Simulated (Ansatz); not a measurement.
CsEu (P-6m2): spiral at q = 0

The calculation used DFT, LDA, all-electron LAPW, scalar-relativistic in Ansatz.

Command: `ansatz run input.yaml --threads 2 --pin off --max-ram 5120MiB --backend cpu --events-out ev --progress --plain --runs-dir out`

```yaml
crystal:
  lattice:
    - [4.4644198847, 0.0, 0.0]
    - [-2.2322099423, 3.8663010333, 0.0]
    - [0.0, 0.0, 8.008631]
  atoms:
    - { symbol: Cs, position: [0.0, 0.0, 0.5] }
    - { symbol: Eu, position: [0.6666666667, 0.3333333333, 0.0], spin: 7.2, spin_axis: [1.0, 0.0, 0.0] }
magnetization:
  noncollinear: true
  spin_spiral: { q: [0.0, 0.0, 0.0] }
kpoints:
  mp_grid: { grid: [12, 12, 5] }
scf:
  occupations: { method: fermi_dirac, width: 0.05 }
hamiltonian:
  xc: lda
  pseudopotentials: { kind: all_electron, lapw: { basis_error: 0.001 } }
output:
  eigenvalues: false
```

Log:

```
settings of this run that can trade accuracy for cost: output.eigenvalues: false. Do not mix this run's numbers with those of runs without the same settings; the input reference describes each key
LAPW: plane waves up to 5.722 Å⁻¹, error target 1.0e-3 eV per atom; small_component_spin mean_spin; Cs in spheres of 2.232 Å, 19 of its electrons in bands, Dirac shells []; Eu in spheres of 2.232 Å, 17 of its electrons in bands, Dirac shells [] (how accurate: hamiltonian.pseudopotentials.lapw.basis_error, Limitations)
band count auto-derived: 50 (N_el = 36.0; filled up to band 36; 44 by the electrons, moments and atoms)
Engine: ansatz 0.2.0
Pseudopotentials: kind: all_electron
Pseudopotential: Cs, LAPW, valence charge 19, lapw/all_electron/scalar/gaussian/Cs, Koelling and Harmon's equation, gaussian nucleus
Pseudopotential: Eu, LAPW, valence charge 17, lapw/all_electron/scalar/gaussian/Eu, Koelling and Harmon's equation, gaussian nucleus
Functional definition: SPW92
  exchange = slater_x
  correlation = pw_c
Crystal: 2 atoms, lattice volume = 138.235 Å³
Basis set: ecut = 124.7386625877017 eV, 417 PW (Γ), exchange–correlation at level 2
Bands: 50, of which v1, the nominal top of the filled ones, is band 36 counted from 1 (35 counted from 0)
Symmetry: 12 space group operations
k-points: 57 of 720
Spin spiral: q = (0, 0, 0) of the reciprocal vectors; moments are told in the frame that turns with it, a site's in that at the site
Non-local potential: Cs, projectors of the file, none
Non-local potential: Eu, projectors of the file, none
Initial density: superposition of atomic densities (chi_scale 0.1, normalization cell)
Starting moments: Σ|m| = 7.2 μB on 1 of 2 sites
Initial wavefunctions: plane waves of lowest kinetic energy (no species holds an atomic orbital)
Functional: x = slater, c = lda
iter 1 solved again at ethr=5.05e-4 eV; its pass at ethr=1.00e-1 eV (dr2=1.82e-1 eV) is discarded
SCF iter   1: F=—  HF=-506589.751755 eV  |F-HF|=—  |Δ(HF+E_count)|=         —  Δρ=3.49e-3  dr2=1.81e-1  dr2_m=1.99e-3  ethr=5.05e-4  |M|=7.50e0 ∫|m|=7.50e0 μB  β_m=1.00  ⟨swp⟩=3.7  Hψ=19657  notcnv=0
preconditioner: auto → Kerker (q_TF=auto, 2.180 Å⁻¹)  [metal: Δε(μ)=0.006 eV  Ē_g=6.051 eV  σ=0.050 eV  W_gap=0.03  n_scr=22 (ndim 8)  ℏωp=12.6 eV  f_vac=0.000  D(μ)=3.39/eV (n_scr^D=22)]
spin=Noncollinear: Kerker preconditioning applied to the charge; magnetization (m_x, m_y, m_z) channels mix plain (no charge-response kernel on spin).
SCF iter   2: F=—  HF=-506589.717204 eV  |F-HF|=—  |Δ(HF+E_count)|=   3.46e-2  Δρ=2.81e-3  dr2=9.98e-2  dr2_m=8.58e-5  ethr=5.04e-4  |M|=7.54e0 ∫|m|=7.54e0 μB  β_m=0.30  ⟨swp⟩=3.1  Hψ=9706  notcnv=0  defer=27
SCF iter   3: F=—  HF=-506589.712508 eV  |F-HF|=—  |Δ(HF+E_count)|=   4.70e-3  Δρ=2.29e-3  dr2=7.10e-2  dr2_m=4.43e-5  ethr=2.77e-4  |M|=7.55e0 ∫|m|=7.55e0 μB  β_m=1.00  ⟨swp⟩=2.0  Hψ=9016  notcnv=0
SCF iter   4: F=—  HF=-506589.702587 eV  |F-HF|=—  |Δ(HF+E_count)|=   9.92e-3  Δρ=1.08e-3  dr2=1.45e-2  dr2_m=1.21e-5  ethr=1.97e-4  |M|=7.55e0 ∫|m|=7.55e0 μB  β_m=0.30  ⟨swp⟩=2.4  Hψ=8931  notcnv=0  defer=1
SCF iter   5: F=—  HF=-506589.721433 eV  |F-HF|=—  |Δ(HF+E_count)|=         —  Δρ=4.61e-4  dr2=2.29e-3  dr2_m=1.51e-5  ethr=4.02e-5  |M|=7.54e0 ∫|m|=7.54e0 μB  β_m=0.30  ⟨swp⟩=2.1  Hψ=9010  notcnv=0  defer=1
the basis was enlarged: its passes take 10.0 MiB over the memory plan, 2 of 2 planned eigensolver slots
SCF iter   6: F=—  HF=-506589.718628 eV  |F-HF|=—  |Δ(HF+E_count)|=   2.80e-3  Δρ=3.35e-4  dr2=4.14e-4  dr2_m=3.56e-5  ethr=6.36e-6  |M|=7.52e0 ∫|m|=7.52e0 μB  β_m=0.30  ⟨swp⟩=2.9  Hψ=9174  notcnv=0
SCF iter   7: F=—  HF=-506589.718127 eV  |F-HF|=—  |Δ(HF+E_count)|=   5.01e-4  Δρ=2.39e-4  dr2=3.31e-4  dr2_m=8.95e-6  ethr=1.15e-6  |M|=7.53e0 ∫|m|=7.53e0 μB  β_m=1.00  ⟨swp⟩=3.0  Hψ=9309  notcnv=0
SCF iter   8: F=—  HF=-506589.718014 eV  |F-HF|=—  |Δ(HF+E_count)|=   1.12e-4  Δρ=1.74e-4  dr2=1.46e-4  dr2_m=4.15e-6  ethr=9.19e-7  |M|=7.52e0 ∫|m|=7.52e0 μB  β_m=0.30  ⟨swp⟩=2.5  Hψ=9018  notcnv=0
SCF iter   9: F=—  HF=-506589.717979 eV  |F-HF|=—  |Δ(HF+E_count)|=   3.54e-5  Δρ=7.88e-5  dr2=3.05e-5  dr2_m=1.63e-6  ethr=4.07e-7  |M|=7.52e0 ∫|m|=7.52e0 μB  β_m=0.30  ⟨swp⟩=2.0  Hψ=8984  notcnv=0
Mixer restart at iter 9: flushing history
spin-set hold released at iteration 9 (site moments contracting): the magnetisation degrees of freedom join the quasi-Newton model from the next iteration; the mixer history was flushed
SCF iter  10: F=—  HF=-506589.717982 eV  |F-HF|=—  |Δ(HF+E_count)|=   3.45e-6  Δρ=6.90e-5  dr2=2.68e-5  dr2_m=8.42e-7  ethr=8.47e-8  |M|=7.52e0 ∫|m|=7.52e0 μB  β_m=0.47  ⟨swp⟩=2.0  Hψ=8983  notcnv=0
SCF iter  11: F=—  HF=-506589.717995 eV  |F-HF|=—  |Δ(HF+E_count)|=   1.24e-5  Δρ=5.14e-5  dr2=1.26e-5  dr2_m=3.53e-7  ethr=7.44e-8  |M|=7.52e0 ∫|m|=7.52e0 μB  β_m=0.40  ⟨swp⟩=2.0  Hψ=8983  notcnv=0
SCF iter  12: F=—  HF=-506589.717989 eV  |F-HF|=—  |Δ(HF+E_count)|=   5.70e-6  Δρ=3.50e-5  dr2=7.49e-6  dr2_m=2.30e-8  ethr=3.49e-8  |M|=7.52e0 ∫|m|=7.52e0 μB  β_m=0.70  ⟨swp⟩=2.0  Hψ=8983  notcnv=0
SCF iter  13: F=—  HF=-506589.717990 eV  |F-HF|=—  |Δ(HF+E_count)|=   3.59e-7  Δρ=1.66e-5  dr2=1.89e-6  dr2_m=1.36e-9  ethr=2.08e-8  |M|=7.52e0 ∫|m|=7.52e0 μB  β_m=0.85  ⟨swp⟩=2.0  Hψ=8983  notcnv=0
iter 14 solved again at ethr=6.52e-11 eV; its pass at ethr=5.25e-9 eV (dr2=2.35e-8 eV) is discarded
SCF iter  14: F=-506589.717989 eV  HF=-506589.717989 eV  |F-HF|=4.37e-8  |Δ(HF+E_count)|=   1.68e-7  Δρ=2.06e-6  dr2=2.33e-8  dr2_m=1.35e-9  ethr=6.52e-11  |M|=7.52e0 ∫|m|=7.52e0 μB  ⟨swp⟩=2.9  Hψ=14670  notcnv=0
SCF 1 converged in 14 iterations: F = -506589.717989 eV  dr2 = 2.33e-8
WARN: this state was not checked for a lower one beside it: the run's test of it (scf.lower_state_search) could not run behind this SCF: none is made under non-collinear spin (noncollinear)
SCF converged after 14 iterations
Magnetization: |M| = 7.5196 μB,  M = (+7.5196, -0.0000, +0.0000) μB
Absolute magnetization: 7.5197 μB (∫|m|)
  site 0: m = (+0.0841, -0.0000, +0.0000) μB, |m| = 0.0841 μB  (R = 2.23 Å)
  site 1: m = (+7.2537, -0.0000, +0.0000) μB, |m| = 7.2537 μB  (R = 2.23 Å)
Free energy (F): -506589.717989 eV
Harris-Foulkes:  -506589.717989 eV  (|F-HF|=4.37e-8)
Internal energy: -506589.693912 eV  (E = F + TS)
E sigma→0 (E₀):  -506589.705951 eV
Entropy (-TS):   -0.024077 eV (-12.039 meV/atom)
Fermi energy:    6.082167 eV
--- Per-component energies (eV) ---
  E_band       = -804.041845
  E_kinetic    = 544597.183521
  E_xc         = -11490.834649
  E_electrostatic = -1039696.042784  (all electrons and nuclei)
  E_smearing   = -0.024077  (= −TS)
  E_closure    = 0.000000  (closes the sum)
  E_atoms      = -506579.054659  (free atoms, spherical and without spin; not in F)
  Σ components = -506589.717989   (vs F -506589.717989, Δ=0.00e0)
  Basis errors (estimates in eV, not in F): energy 3.5e-5 per atom: plane waves 7.3e-6 (3.7e-6 summed), levels above the bands 2.5e-26, relativity 1.2e-9, radial functions 2.6e-5, core shells 1.6e-6; eigenvalues (radial functions only) 2.0e-6; not estimated: angular momenta, meshes, grids; target (lapw.basis_error) 1.0e-3; muffin-tin radii Cs 2.232 Å, Eu 2.232 Å
settings of this run that can trade accuracy for cost: output.eigenvalues: false. Do not mix this run's numbers with those of runs without the same settings; the input reference describes each key
```

Site moments (μB): Cs1 0.08, Eu2 7.25. Cell moment 7.52 μB in the turning frame.

Without U a semilocal functional puts the f levels too near the Fermi level, which can change moments and the order of magnetic states; site and cell moments are spin moments. Spin–orbit coupling is left out although heavy atoms are present. In at least one run the program's final test of stability wasn't made or came to no verdict. With open f shells a run can end in a state that isn't the lowest. The magnetic state is the one that this cell and start allow. It needn't be the compound's measured order, which may need a larger cell or be absent.

It took 75 s on 2 threads of Intel(R) Xeon(R) Platinum 8375C CPU @ 2.90GHz (Ice Lake), with other jobs on the host, peak memory 0.79 GiB.
